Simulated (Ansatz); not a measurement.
Input file for Ansatz (a first-principles code):

Ansatz 0.2 input:
```yaml
crystal:
  lattice:
    - [4.8775586416, 0.0, 0.0]
    - [0.0, 4.8775586416, 0.0]
    - [0.0, 0.0, 4.8775586416]
  atoms:
    - { symbol: Al, position: [0.8441224508, 0.8441224508, 0.8441224508] }
    - { symbol: Al, position: [0.6558775492, 0.1558775492, 0.3441224508] }
    - { symbol: Al, position: [0.3441224508, 0.6558775492, 0.1558775492] }
    - { symbol: Al, position: [0.1558775492, 0.3441224508, 0.6558775492] }
    - { symbol: Pt, position: [0.1549345113, 0.1549345113, 0.1549345113] }
    - { symbol: Pt, position: [0.3450654887, 0.8450654887, 0.6549345113] }
    - { symbol: Pt, position: [0.6549345113, 0.3450654887, 0.8450654887] }
    - { symbol: Pt, position: [0.8450654887, 0.6549345113, 0.3450654887] }
kpoints:
  mp_grid: { grid: [18, 18, 18] }
hamiltonian:
  xc: r2scan
  pseudopotentials: { azcp: { folder: ./paw }, kind: paw }
scf:
  occupations: { method: fermi_dirac, width: 0.1 }
elastic: { mode: relaxed_ion, stencil: two_point, amplitude: 0.005, f_tol: 0.0005 }
```

Output (shortened):

```
Pseudopotential: Al, paw, valence charge 3
Pseudopotential: Pt, paw, valence charge 18
Functional definition: r2SCAN
Crystal: 8 atoms, lattice volume = 116.040 Å³
Basis set: ecut = 500 eV, 2945 PW (Γ), exchange–correlation on 144×144×144 points (64 copies of the dense FFT grid, shifted against one another)
Bands: 51, of which v1, the nominal top of the filled ones, is band 42 counted from 1 (41 counted from 0)
Symmetry: 12 space group operations
Space group: P213 (ITA 198), of the structure as read, at distance tolerance 4.9e-5 Å
k-points: 340 of 5832 (time reversal used)
SCF 1 converged in 13 iterations: F = -52323.573394 eV  dr2 = 1.63e-14
relax step   1: F+E_penalty+E_count = -52323.57339378 eV  Δ(F+E_penalty+E_count) = +0.000e0 eV  max|allowed force component| = 2.172e-3 eV/Å  Δτ_max = 0.0000 Å  (13 SCF iters, accepted)
Crystal: 8 atoms, lattice volume = 116.040 Å³
SCF 2 converged in 10 iterations: F = -52323.573397 eV  dr2 = 6.92e-14
relax step   2: F+E_penalty+E_count = -52323.57339715 eV  Δ(F+E_penalty+E_count) = -3.365e-6 eV  max|allowed force component| = 9.209e-4 eV/Å  Δτ_max = 0.0003 Å  (10 SCF iters, accepted)
Crystal: 8 atoms, lattice volume = 116.040 Å³
SCF 3 converged in 9 iterations: F = -52323.573398 eV  dr2 = 1.61e-14
relax step   3: F+E_penalty+E_count = -52323.57339793 eV  Δ(F+E_penalty+E_count) = -7.787e-7 eV  max|allowed force component| = 9.051e-5 eV/Å  Δτ_max = 0.0002 Å  (9 SCF iters, accepted)
Crystal: 8 atoms, lattice volume = 116.040 Å³
SCF 4 converged in 7 iterations: F = -52323.573398 eV  dr2 = 6.67e-14
Crystal: 8 atoms, lattice volume = 116.040 Å³
SCF 5 converged in 2 iterations: F = -52323.573398 eV  dr2 = 2.92e-14
Crystal: 8 atoms, lattice volume = 115.460 Å³
Symmetry: 4 space group operations
k-points: 1000 of 5832 (time reversal used)
SCF 6 converged in 12 iterations: F = -52323.570167 eV  dr2 = 1.05e-14
relax step   1: F+E_penalty+E_count = -52323.57016662 eV  Δ(F+E_penalty+E_count) = +0.000e0 eV  max|allowed force component| = 1.260e-2 eV/Å  Δτ_max = 0.0000 Å  (12 SCF iters, accepted)
Crystal: 8 atoms, lattice volume = 115.460 Å³
SCF 7 converged in 10 iterations: F = -52323.570228 eV  dr2 = 5.47e-15
relax step   2: F+E_penalty+E_count = -52323.57022812 eV  Δ(F+E_penalty+E_count) = -6.150e-5 eV  max|allowed force component| = 4.503e-3 eV/Å  Δτ_max = 0.0027 Å  (10 SCF iters, accepted)
Crystal: 8 atoms, lattice volume = 115.460 Å³
SCF 8 converged in 10 iterations: F = -52323.570235 eV  dr2 = 4.57e-14
relax step   3: F+E_penalty+E_count = -52323.57023475 eV  Δ(F+E_penalty+E_count) = -6.629e-6 eV  max|allowed force component| = 1.159e-3 eV/Å  Δτ_max = 0.0007 Å  (10 SCF iters, accepted)
Crystal: 8 atoms, lattice volume = 115.460 Å³
SCF 9 converged in 9 iterations: F = -52323.570235 eV  dr2 = 8.61e-14
relax step   4: F+E_penalty+E_count = -52323.57023523 eV  Δ(F+E_penalty+E_count) = -4.761e-7 eV  max|allowed force component| = 4.177e-5 eV/Å  Δτ_max = 0.0001 Å  (9 SCF iters, accepted)
Crystal: 8 atoms, lattice volume = 115.460 Å³
SCF 10 converged in 2 iterations: F = -52323.570235 eV  dr2 = 3.65e-14
Crystal: 8 atoms, lattice volume = 116.620 Å³
SCF 11 converged in 12 iterations: F = -52323.570710 eV  dr2 = 1.11e-14
relax step   1: F+E_penalty+E_count = -52323.57071025 eV  Δ(F+E_penalty+E_count) = +0.000e0 eV  max|allowed force component| = 1.146e-2 eV/Å  Δτ_max = 0.0000 Å  (12 SCF iters, accepted)
Crystal: 8 atoms, lattice volume = 116.620 Å³
SCF 12 converged in 10 iterations: F = -52323.570770 eV  dr2 = 8.19e-15
relax step   2: F+E_penalty+E_count = -52323.57077031 eV  Δ(F+E_penalty+E_count) = -6.006e-5 eV  max|allowed force component| = 2.394e-4 eV/Å  Δτ_max = 0.0022 Å  (10 SCF iters, accepted)
Crystal: 8 atoms, lattice volume = 116.620 Å³
SCF 13 converged in 2 iterations: F = -52323.570770 eV  dr2 = 3.80e-15
Crystal: 8 atoms, lattice volume = 116.039 Å³
Symmetry: 2 space group operations
k-points: 1640 of 5832 (time reversal used)
SCF 14 converged in 12 iterations: F = -52323.572621 eV  dr2 = 3.54e-14
relax step   1: F+E_penalty+E_count = -52323.57262076 eV  Δ(F+E_penalty+E_count) = +0.000e0 eV  max|allowed force component| = 1.356e-2 eV/Å  Δτ_max = 0.0000 Å  (12 SCF iters, accepted)
Crystal: 8 atoms, lattice volume = 116.039 Å³
SCF 15 converged in 12 iterations: F = -52323.572653 eV  dr2 = 1.30e-14
relax step   2: F+E_penalty+E_count = -52323.57265298 eV  Δ(F+E_penalty+E_count) = -3.222e-5 eV  max|allowed force component| = 1.111e-2 eV/Å  Δτ_max = 0.0023 Å  (12 SCF iters, accepted)
Crystal: 8 atoms, lattice volume = 116.039 Å³
SCF 16 converged in 11 iterations: F = -52323.572675 eV  dr2 = 3.55e-14
relax step   3: F+E_penalty+E_count = -52323.57267472 eV  Δ(F+E_penalty+E_count) = -2.174e-5 eV  max|allowed force component| = 8.245e-4 eV/Å  Δτ_max = 0.0010 Å  (11 SCF iters, accepted)
Crystal: 8 atoms, lattice volume = 116.039 Å³
SCF 17 converged in 8 iterations: F = -52323.572675 eV  dr2 = 2.04e-14
relax step   4: F+E_penalty+E_count = -52323.57267488 eV  Δ(F+E_penalty+E_count) = -1.586e-7 eV  max|allowed force component| = 8.549e-5 eV/Å  Δτ_max = 0.0001 Å  (8 SCF iters, accepted)
Crystal: 8 atoms, lattice volume = 116.039 Å³
SCF 18 converged in 2 iterations: F = -52323.572675 eV  dr2 = 1.17e-14
Crystal: 8 atoms, lattice volume = 116.039 Å³
SCF 19 converged in 12 iterations: F = -52323.572621 eV  dr2 = 3.55e-14
relax step   1: F+E_penalty+E_count = -52323.57262076 eV  Δ(F+E_penalty+E_count) = +0.000e0 eV  max|allowed force component| = 1.356e-2 eV/Å  Δτ_max = 0.0000 Å  (12 SCF iters, accepted)
Crystal: 8 atoms, lattice volume = 116.039 Å³
SCF 20 converged in 11 iterations: F = -52323.572675 eV  dr2 = 2.22e-14
relax step   2: F+E_penalty+E_count = -52323.57267473 eV  Δ(F+E_penalty+E_count) = -5.397e-5 eV  max|allowed force component| = 5.173e-4 eV/Å  Δτ_max = 0.0014 Å  (11 SCF iters, accepted)
Crystal: 8 atoms, lattice volume = 116.039 Å³
SCF 21 converged in 9 iterations: F = -52323.572675 eV  dr2 = 5.13e-14
relax step   3: F+E_penalty+E_count = -52323.57267488 eV  Δ(F+E_penalty+E_count) = -1.467e-7 eV  max|allowed force component| = 1.251e-4 eV/Å  Δτ_max = 0.0001 Å  (9 SCF iters, accepted)
Crystal: 8 atoms, lattice volume = 116.039 Å³
SCF 22 converged in 2 iterations: F = -52323.572675 eV  dr2 = 2.14e-14
SCF converged after 2 iterations
Stability not checked: this state was not tested for a lower state beside it, because too few of the mixer's solves of this state at the end of the SCF gave a …
Free energy (F): -52323.573398 eV
Harris-Foulkes:  -52323.573398 eV  (|F-HF|=0.00e0)
Internal energy: -52323.530143 eV  (E = F + TS)
E sigma→0 (E₀):  -52323.551771 eV
Entropy (-TS):   -0.043255 eV (-5.407 meV/atom)
Fermi energy:    16.721266 eV
--- Per-component energies (eV) ---
  E_band       = -945.096421
  E_kinetic    = 2495.181804
  E_local      = -8541.470111  (includes V_loc(G=0)·N_el)
  E_nonlocal   = 854.923062
  E_hartree    = 3420.252085
  E_xc         = -1030.509106
  E_vxc        = -1342.641879  (∫ρ·V_xc dr)
  E_paw        = -39939.353335  (= ΣΔE_a)
  E_vpaw       = -1339.199509  (= ΣTr[D̂ρ^β])
  E_aug_tail   = 0.002921  (compensation charges beyond the density's cutoff)
  E_vtau       = 87.603123  (kinetic-family band-sum trace: ∫τ·v_τ [+ j·A + Jᵃ·Aᵃ] dr)
  E_ewald      = -9581.390563
  E_core_change = -1.166900  (= ΣΔE_core)
  E_smearing   = -0.043255  (= −TS)
  E_closure    =  0.000000  (closes the sum)
  Σ components = -52323.573398   (vs F -52323.573398, Δ=0.00e0)
--- Forces (eV/Å), atoms counted from 1 ---
  atom   1  Al    -0.00009051    -0.00009051    -0.00009051
  atom   2  Al     0.00009051     0.00009051    -0.00009051
  atom   3  Al    -0.00009051     0.00009051     0.00009051
  atom   4  Al     0.00009051    -0.00009051     0.00009051
  atom   5  Pt    -0.00000541    -0.00000541    -0.00000541
  atom   6  Pt     0.00000541     0.00000541    -0.00000541
  atom   7  Pt    -0.00000541     0.00000541     0.00000541
  atom   8  Pt     0.00000541    -0.00000541     0.00000541
  max |Σ_I F_I| component: 1.26e-16 eV/Å
--- Stress (GPa, compression-positive) ---
        0.061857       0.000000       0.000000
        0.000000       0.061857       0.000000
        0.000000       0.000000       0.061857
  P = ⅓ Tr σ = 0.0619 GPa (0.619 kbar)
--- Band table (eV; the first three rows and the last of 340) ---
  k-point 0: bands = ["-84.2039", "-84.1966", "-84.1966", "-84.1966", "-37.8337", "-37.8337", "-37.8337", "-37.7834", "-37.7834", "-37.7834", "-37.7688", "-37.7295", "-37.7295", "-37.7025", "-37.7025", "-37.7025", "4.8992", "9.4186", "9.4186", "9.4186", …
  k-point 1: bands = ["-84.2038", "-84.1969", "-84.1965", "-84.1963", "-37.8364", "-37.8339", "-37.8306", "-37.7881", "-37.7840", "-37.7783", "-37.7691", "-37.7294", "-37.7290", "-37.7032", "-37.7029", "-37.7021", "4.9232", "9.3126", "9.4245", "9.4893", …
  k-point 2: bands = ["-84.2037", "-84.1973", "-84.1965", "-84.1960", "-37.8387", "-37.8344", "-37.8270", "-37.7921", "-37.7855", "-37.7728", "-37.7701", "-37.7289", "-37.7276", "-37.7041", "-37.7038", "-37.7019", "4.9951", "9.1540", "9.4411", "9.5405", …
  k-point 339: bands = ["-84.1984", "-84.1984", "-84.1984", "-84.1984", "-37.8306", "-37.8306", "-37.8306", "-37.8306", "-37.7625", "-37.7625", "-37.7625", "-37.7625", "-37.7042", "-37.7042", "-37.7042", "-37.7042", "8.9312", "8.9312", "8.9312", "8.9312", …
--- Elastic constants: 2 strain directions × 2 members + reference (group order 12) ---
  dense FFT box of the reference and of every strained cell: 36×36×36
  strains applied: 11, 23; error gains: componentwise 1.00 (the most a stress slope's error grows in a printed constant), spectral 1.73 (1 for all six strains …
  reference relaxed by the batch: 3 steps …
  largest displacement 5.5e-4 Å; the constants are those of the deck's cell at these positions:
  atoms:
    - { symbol: Al, position: [0.8441283153623629, 0.8441283153623629, 0.8441283153623629] }
    - { symbol: Al, position: [0.6558716846376369, 0.15587168463763704, 0.3441283153623629] }
    - { symbol: Al, position: [0.3441283153623629, 0.6558716846376369, 0.15587168463763704] }
    - { symbol: Al, position: [0.15587168463763704, 0.3441283153623629, 0.6558716846376369] }
    - { symbol: Pt, position: [0.15499927553352505, 0.15499927553352505, 0.15499927553352505] }
    - { symbol: Pt, position: [0.3450007244664749, 0.8450007244664747, 0.654999275533525] }
    - { symbol: Pt, position: [0.654999275533525, 0.3450007244664749, 0.8450007244664747] }
    - { symbol: Pt, position: [0.8450007244664747, 0.654999275533525, 0.3450007244664749] }
  C = ∂σ_k/∂η_j (tension-positive GPa; Voigt order 11 22 33 23 13 12):
       320.058    144.833    144.828      0.000      0.000      0.000
       144.828    320.058    144.833      0.000      0.000      0.000
       144.833    144.828    320.058      0.000      0.000      0.000
         0.000      0.000      0.000     80.059      0.000      0.000
         0.000      0.000      0.000      0.000     80.059      0.000
         0.000      0.000      0.000      0.000      0.000     80.059
  reference stress σ⁰ (GPa):     -0.062     -0.062     -0.062      0.000      0.000      0.000
  moduli (Voigt/Reuss/Hill, GPa): K = 203.24/203.24/203.24   G = 83.08/82.92/83.00   E = 219.16   ν = 0.320
  mechanically stable: yes (min eigenvalue of sym C = 80.06 GPa)
  strain η (Voigt 11):  stress-route row diagonal C_11 = 320.06 GPa, energy-path curvature d²(F+E_count+ΔE)/dδ²/Ω₀ = 320.04 GPa
         δ    σ_11 (GPa)             F (eV)   n_scf  n_hpsi   n_pw
    -5.000e-3      -1.6976      -52323.5702352       2  390687   2968   relax 4 steps, max|allowed force component| 4.18e-5 eV/Å
     5.000e-3       1.5029      -52323.5707703       2  390522   3016   relax 2 steps, max|allowed force component| 2.39e-4 eV/Å
  strain η (Voigt 23):  stress-route row diagonal C_44 = 80.06 GPa, energy-path curvature d²(F+E_count+ΔE)/dδ²/Ω₀ = 80.11 GPa
         δ    σ_23 (GPa)             F (eV)   n_scf  n_hpsi   n_pw
    -5.000e-3      -0.4003      -52323.5726749       2  641244   3000   relax 4 steps, max|allowed force component| 8.55e-5 eV/Å
     5.000e-3       0.4003      -52323.5726749       2  641078   3000   relax 3 steps, max|allowed force component| 1.25e-4 eV/Å
```

Cost: about 4 core-hours (a rough figure) on shared cores.

Space group P2_13. The first step of the workflow began from a Materials Project structure, measured or hypothetical; the Crystallography Open Database copy checked does not list it. With Al and Pt taken as one species the cell has the higher symmetry Pa-3, so it may be an ordered model of a mixed-site phase. Whether it is the stable phase at ambient conditions was not checked. Symmetry was held in the r²SCAN relaxation; whether a distortion lowers the energy is not shown. The run is not spin-polarised. As this level gives no gap, shear constants depend on the k-mesh and smearing (Fermi–Dirac, 0.1 eV here). Scalar-relativistic: spin–orbit coupling is off unless named, which matters more the heavier the elements.

Potentials: the earlier of the program's two PAW sets.

Ansatz is a plane-wave DFT program.
